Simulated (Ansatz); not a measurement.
Input file for Ansatz (a first-principles code):

Ansatz 0.2 input:
```yaml
crystal:
  lattice:
    - [0.0, 3.5278715403, 3.5278715403]
    - [3.5278715403, 0.0, 3.5278715403]
    - [3.5278715403, 3.5278715403, 0.0]
  atoms:
    - { symbol: Te, position: [0.0, 0.0, 0.0] }
    - { symbol: Te, position: [0.25, 0.25, 0.25] }
kpoints:
  mp_grid: { grid: [21, 21, 21] }
hamiltonian:
  xc: pbesol
  pseudopotentials: { kind: paw }
scf:
  occupations: { method: fermi_dirac, width: 0.1 }
elastic: { mode: relaxed_ion, stencil: two_point, amplitude: 0.005, f_tol: 0.0005 }
```

Output (shortened):

```
Pseudopotential: Te, paw, valence charge 16
Functional definition: PBEsol
Crystal: 2 atoms, lattice volume = 87.815 Å³
Basis set: ecut = 420 eV, 1759 PW (Γ), exchange–correlation on 72×72×72 points (8 copies of the dense FFT grid, shifted against one another)
Bands: 20, of which v1, the nominal top of the filled ones, is band 16 counted from 1 (15 counted from 0)
Symmetry: 48 space group operations
Space group: Fd-3m (ITA 227), of the structure as read, at distance tolerance 4.4e-5 Å
k-points: 286 of 9261
SCF 1 converged in 8 iterations: F = -13802.049393 eV  dr2 = 8.78e-14
Crystal: 2 atoms, lattice volume = 87.376 Å³
Basis set: ecut = 420 eV, 1687 PW (Γ), exchange–correlation on 72×72×72 points (8 copies of the dense FFT grid, shifted against one another)
Symmetry: 16 space group operations
k-points: 726 of 9261
SCF 2 converged in 7 iterations: F = -13802.049090 eV  dr2 = 3.49e-14
Crystal: 2 atoms, lattice volume = 88.254 Å³
Basis set: ecut = 420 eV, 1775 PW (Γ), exchange–correlation on 72×72×72 points (8 copies of the dense FFT grid, shifted against one another)
SCF 3 converged in 7 iterations: F = -13802.049394 eV  dr2 = 9.60e-15
Crystal: 2 atoms, lattice volume = 87.814 Å³
Basis set: ecut = 420 eV, 1723 PW (Γ), exchange–correlation on 72×72×72 points (8 copies of the dense FFT grid, shifted against one another)
Symmetry: 8 space group operations
k-points: 1331 of 9261
SCF 4 converged in 9 iterations: F = -13802.049444 eV  dr2 = 5.36e-14
relax step   1: F+E_penalty+E_count = -13802.04944393 eV  Δ(F+E_penalty+E_count) = +0.000e0 eV  max|allowed force component| = 3.071e-2 eV/Å  Δτ_max = 0.0000 Å  (9 SCF iters, accepted)
Crystal: 2 atoms, lattice volume = 87.814 Å³
SCF 5 converged in 8 iterations: F = -13802.050022 eV  dr2 = 3.18e-14
relax step   2: F+E_penalty+E_count = -13802.05002213 eV  Δ(F+E_penalty+E_count) = -5.782e-4 eV  max|allowed force component| = 8.115e-2 eV/Å  Δτ_max = 0.0052 Å  (8 SCF iters, accepted)
Crystal: 2 atoms, lattice volume = 87.814 Å³
SCF 6 converged in 9 iterations: F = -13802.054036 eV  dr2 = 1.84e-14
relax step   3: F+E_penalty+E_count = -13802.05403588 eV  Δ(F+E_penalty+E_count) = -4.014e-3 eV  max|allowed force component| = 2.120e-1 eV/Å  Δτ_max = 0.0137 Å  (9 SCF iters, accepted)
Crystal: 2 atoms, lattice volume = 87.814 Å³
SCF 7 converged in 10 iterations: F = -13802.080311 eV  dr2 = 4.00e-15
relax step   4: F+E_penalty+E_count = -13802.08031141 eV  Δ(F+E_penalty+E_count) = -2.628e-2 eV  max|allowed force component| = 5.094e-1 eV/Å  Δτ_max = 0.0357 Å  (10 SCF iters, accepted)
Crystal: 2 atoms, lattice volume = 87.814 Å³
SCF 8 converged in 9 iterations: F = -13802.195693 eV  dr2 = 9.99e-14
relax step   5: F+E_penalty+E_count = -13802.19569325 eV  Δ(F+E_penalty+E_count) = -1.154e-1 eV  max|allowed force component| = 6.575e-1 eV/Å  Δτ_max = 0.0865 Å  (9 SCF iters, accepted)
Crystal: 2 atoms, lattice volume = 87.814 Å³
SCF 9 converged in 10 iterations: F = -13802.172667 eV  dr2 = 7.98e-15
relax step   6: F+E_penalty+E_count = -13802.17266652 eV  Δ(F+E_penalty+E_count) = +2.303e-2 eV  max|allowed force component| = 8.256e-1 eV/Å  Δτ_max = 0.1950 Å  (10 SCF iters, rejected (line search))
Crystal: 2 atoms, lattice volume = 87.814 Å³
SCF 10 converged in 9 iterations: F = -13802.261208 eV  dr2 = 1.03e-14
relax step   7: F+E_penalty+E_count = -13802.26120812 eV  Δ(F+E_penalty+E_count) = -6.551e-2 eV  max|allowed force component| = 4.272e-2 eV/Å  Δτ_max = 0.0864 Å  (9 SCF iters, accepted)
Crystal: 2 atoms, lattice volume = 87.814 Å³
SCF 11 converged in 8 iterations: F = -13802.261413 eV  dr2 = 5.20e-15
relax step   8: F+E_penalty+E_count = -13802.26141275 eV  Δ(F+E_penalty+E_count) = -2.046e-4 eV  max|allowed force component| = 8.710e-3 eV/Å  Δτ_max = 0.0060 Å  (8 SCF iters, accepted)
Crystal: 2 atoms, lattice volume = 87.814 Å³
SCF 12 converged in 7 iterations: F = -13802.261419 eV  dr2 = 1.12e-14
relax step   9: F+E_penalty+E_count = -13802.26141937 eV  Δ(F+E_penalty+E_count) = -6.624e-6 eV  max|allowed force component| = 4.361e-3 eV/Å  Δτ_max = 0.0015 Å  (7 SCF iters, accepted)
Crystal: 2 atoms, lattice volume = 87.814 Å³
SCF 13 converged in 6 iterations: F = -13802.261422 eV  dr2 = 8.81e-14
relax step  10: F+E_penalty+E_count = -13802.26142159 eV  Δ(F+E_penalty+E_count) = -2.218e-6 eV  max|allowed force component| = 1.551e-6 eV/Å  Δτ_max = 0.0005 Å  (6 SCF iters, accepted)
Crystal: 2 atoms, lattice volume = 87.814 Å³
SCF 14 converged in 2 iterations: F = -13802.261422 eV  dr2 = 3.09e-14
Crystal: 2 atoms, lattice volume = 87.814 Å³
SCF 15 converged in 9 iterations: F = -13802.049444 eV  dr2 = 5.44e-14
relax step   1: F+E_penalty+E_count = -13802.04944393 eV  Δ(F+E_penalty+E_count) = +0.000e0 eV  max|allowed force component| = 3.071e-2 eV/Å  Δτ_max = 0.0000 Å  (9 SCF iters, accepted)
Crystal: 2 atoms, lattice volume = 87.814 Å³
SCF 16 converged in 8 iterations: F = -13802.050022 eV  dr2 = 3.12e-14
relax step   2: F+E_penalty+E_count = -13802.05002213 eV  Δ(F+E_penalty+E_count) = -5.782e-4 eV  max|allowed force component| = 8.115e-2 eV/Å  Δτ_max = 0.0052 Å  (8 SCF iters, accepted)
Crystal: 2 atoms, lattice volume = 87.814 Å³
SCF 17 converged in 9 iterations: F = -13802.054036 eV  dr2 = 1.84e-14
relax step   3: F+E_penalty+E_count = -13802.05403588 eV  Δ(F+E_penalty+E_count) = -4.014e-3 eV  max|allowed force component| = 2.120e-1 eV/Å  Δτ_max = 0.0137 Å  (9 SCF iters, accepted)
Crystal: 2 atoms, lattice volume = 87.814 Å³
SCF 18 converged in 10 iterations: F = -13802.080311 eV  dr2 = 3.99e-15
relax step   4: F+E_penalty+E_count = -13802.08031141 eV  Δ(F+E_penalty+E_count) = -2.628e-2 eV  max|allowed force component| = 5.094e-1 eV/Å  Δτ_max = 0.0357 Å  (10 SCF iters, accepted)
Crystal: 2 atoms, lattice volume = 87.814 Å³
SCF 19 converged in 9 iterations: F = -13802.195693 eV  dr2 = 9.79e-14
relax step   5: F+E_penalty+E_count = -13802.19569325 eV  Δ(F+E_penalty+E_count) = -1.154e-1 eV  max|allowed force component| = 6.575e-1 eV/Å  Δτ_max = 0.0865 Å  (9 SCF iters, accepted)
Crystal: 2 atoms, lattice volume = 87.814 Å³
SCF 20 converged in 10 iterations: F = -13802.172667 eV  dr2 = 7.94e-15
relax step   6: F+E_penalty+E_count = -13802.17266652 eV  Δ(F+E_penalty+E_count) = +2.303e-2 eV  max|allowed force component| = 8.256e-1 eV/Å  Δτ_max = 0.1950 Å  (10 SCF iters, rejected (line search))
Crystal: 2 atoms, lattice volume = 87.814 Å³
SCF 21 converged in 9 iterations: F = -13802.261208 eV  dr2 = 1.01e-14
relax step   7: F+E_penalty+E_count = -13802.26120812 eV  Δ(F+E_penalty+E_count) = -6.551e-2 eV  max|allowed force component| = 4.272e-2 eV/Å  Δτ_max = 0.0864 Å  (9 SCF iters, accepted)
Crystal: 2 atoms, lattice volume = 87.814 Å³
SCF 22 converged in 8 iterations: F = -13802.261413 eV  dr2 = 5.07e-15
relax step   8: F+E_penalty+E_count = -13802.26141275 eV  Δ(F+E_penalty+E_count) = -2.046e-4 eV  max|allowed force component| = 8.710e-3 eV/Å  Δτ_max = 0.0060 Å  (8 SCF iters, accepted)
Crystal: 2 atoms, lattice volume = 87.814 Å³
SCF 23 converged in 7 iterations: F = -13802.261419 eV  dr2 = 1.11e-14
relax step   9: F+E_penalty+E_count = -13802.26141937 eV  Δ(F+E_penalty+E_count) = -6.624e-6 eV  max|allowed force component| = 4.361e-3 eV/Å  Δτ_max = 0.0015 Å  (7 SCF iters, accepted)
Crystal: 2 atoms, lattice volume = 87.814 Å³
SCF 24 converged in 6 iterations: F = -13802.261422 eV  dr2 = 8.85e-14
relax step  10: F+E_penalty+E_count = -13802.26142159 eV  Δ(F+E_penalty+E_count) = -2.218e-6 eV  max|allowed force component| = 1.551e-6 eV/Å  Δτ_max = 0.0005 Å  (6 SCF iters, accepted)
Crystal: 2 atoms, lattice volume = 87.814 Å³
SCF 25 converged in 2 iterations: F = -13802.261422 eV  dr2 = 3.10e-14
2 of the elastic batch's strained cells closed on another state than the unstrained crystal's, so that the constants are between two states. The farthest is the member of strain η4, δ = +5.0e-3: the two states' filled orbitals part by 0.657, averaged over the …
WARN: C44 and the rest of its column (C14 to C64, from strain 23), every constant that the crystal's symmetry builds from them, which can be the whole tensor …
SCF converged after 8 iterations
Free energy (F): -13802.049393 eV
Harris-Foulkes:  -13802.049393 eV  (|F-HF|=7.28e-12)
Internal energy: -13801.984351 eV  (E = F + TS)
E sigma→0 (E₀):  -13802.016872 eV
Entropy (-TS):   -0.065042 eV (-32.521 meV/atom)
Fermi energy:    5.790265 eV
--- Per-component energies (eV) ---
  E_band       = -628.325357
  E_kinetic    = 360.182036
  E_local      = -3230.014997  (includes V_loc(G=0)·N_el)
  E_nonlocal   = -616.344073
  E_hartree    = 1911.306420
  E_xc         = -245.508048
  E_vxc        = -206.503941  (∫ρ·V_xc dr)
  E_paw        = -9167.994641  (= ΣΔE_a)
  E_vpaw       = -758.256883  (= ΣTr[D̂ρ^β])
  E_aug_tail   = -0.000349  (compensation charges beyond the density's cutoff)
  E_ewald      = -2814.360329
  E_core_change = 0.749630  (= ΣΔE_core)
  E_smearing   = -0.065042  (= −TS)
  E_closure    = 0.000000  (closes the sum)
  Σ components = -13802.049393   (vs F -13802.049393, Δ=0.00e0)
--- Forces (eV/Å), atoms counted from 1 ---
  atom   1  Te     0.00000000     0.00000000     0.00000000
  atom   2  Te     0.00000000     0.00000000     0.00000000
  max |Σ_I F_I| component: 1.62e-17 eV/Å
--- Stress (GPa, compression-positive) ---
        0.055108       0.000000       0.000000
        0.000000       0.055108       0.000000
        0.000000       0.000000       0.055108
  P = ⅓ Tr σ = 0.0551 GPa (0.551 kbar)
--- Band table (eV; the first three rows and the last of 286) ---
  k-point 0: bands = ["-31.5386", "-31.5386", "-31.5386", "-31.5244", "-31.5244", "-31.4896", "-31.4896", "-31.4823", "-31.4823", "-31.4823", "-7.4419", "-2.7999", "2.6754", "2.6754", "2.6754", "5.0601", "5.0601", "5.0601", "9.2864", "11.7564"]
  k-point 1: bands = ["-31.5388", "-31.5388", "-31.5385", "-31.5242", "-31.5242", "-31.4899", "-31.4899", "-31.4825", "-31.4821", "-31.4821", "-7.4288", "-2.8375", "2.6558", "2.6558", "2.6720", "5.0871", "5.0897", "5.0897", "9.3524", "11.6820"]
  k-point 2: bands = ["-31.5392", "-31.5392", "-31.5381", "-31.5236", "-31.5236", "-31.4906", "-31.4906", "-31.4828", "-31.4815", "-31.4815", "-7.3898", "-2.9461", "2.6013", "2.6013", "2.6577", "5.1729", "5.1729", "5.1737", "9.5397", "11.5231"]
  k-point 285: bands = ["-31.5473", "-31.5469", "-31.5163", "-31.5132", "-31.5083", "-31.5063", "-31.5040", "-31.5015", "-31.4733", "-31.4730", "-5.7614", "-5.5383", "1.1476", "1.2550", "4.6659", "4.9442", "7.0850", "7.1180", "10.5478", "10.7911"]
--- Elastic constants: 2 strain directions × 2 members + reference (group order 48) ---
  dense FFT box of the reference and of every strained cell: 36×36×36
  strains applied: 11, 23; error gains: componentwise 1.00 (the most a stress slope's error grows in a printed constant), spectral 1.73 (1 for all six strains …
  C = ∂σ_k/∂η_j (tension-positive GPa; Voigt order 11 22 33 23 13 12):
        21.918     34.672     34.672      0.000      0.000      0.000
        34.672     21.918     34.672      0.000      0.000      0.000
        34.672     34.672     21.918      0.000      0.000      0.000
         0.000      0.000      0.000    -49.715      0.000      0.000
         0.000      0.000      0.000      0.000    -49.715      0.000
         0.000      0.000      0.000      0.000      0.000    -49.715
  reference stress σ⁰ (GPa):     -0.055     -0.055     -0.055      0.000      0.000      0.000
  moduli (Voigt/Reuss/Hill, GPa): K = 30.42/30.42/30.42   G = -32.38/-13.37/-22.87   E = -91.58   ν = 1.002
  mechanically stable: NO (min eigenvalue of sym C = -49.72 GPa)
  harmonic check of the ions' relaxations: strain 23: 1 of 1 pair far from harmonic (see the warning)
  the stresses are not corrected for the forces that the relaxations left standing (`elastic.f_tol`)
  strain η (Voigt 11):  stress-route row diagonal C_11 = 21.92 GPa, energy-path curvature d²(F+E_count+ΔE)/dδ²/Ω₀ = 21.91 GPa
         δ    σ_11 (GPa)             F (eV)   n_scf  n_hpsi   n_pw
    -5.000e-3      -0.1647      -13802.0490896       7  267021   1732   relax 0 steps, max|allowed force component| 2.78e-17 eV/Å
     5.000e-3       0.0545      -13802.0493939       7  254086   1775   relax 0 steps, max|allowed force component| 2.78e-17 eV/Å
  strain η (Voigt 23):  stress-route row diagonal C_44 = -49.72 GPa, energy-path curvature d²(F+E_count+ΔE)/dδ²/Ω₀ = -30947.69 GPa
         δ    σ_23 (GPa)             F (eV)   n_scf  n_hpsi   n_pw
    -5.000e-3       0.2486      -13802.2614216       2  268105   1743   relax 10 steps, max|allowed force component| 1.55e-6 eV/Å
     5.000e-3      -0.2486      -13802.2614216       2  267537   1743   relax 10 steps, max|allowed force component| 1.55e-6 eV/Å
```

Cost: roughly 50 core-minutes on shared cores.

The start of the workflow was typed in or built on a structure type; neither database checked (COD, Materials Project) lists it. It is not the phase usual at ambient conditions (space group No. 152). The cell was relaxed with PBEsol under the symmetry of its start; its stability against distortions is not shown here. Spin–orbit coupling is left out wherever it is not named.

Potentials: the later of the program's two PAW sets.

Ansatz is a plane-wave DFT program.
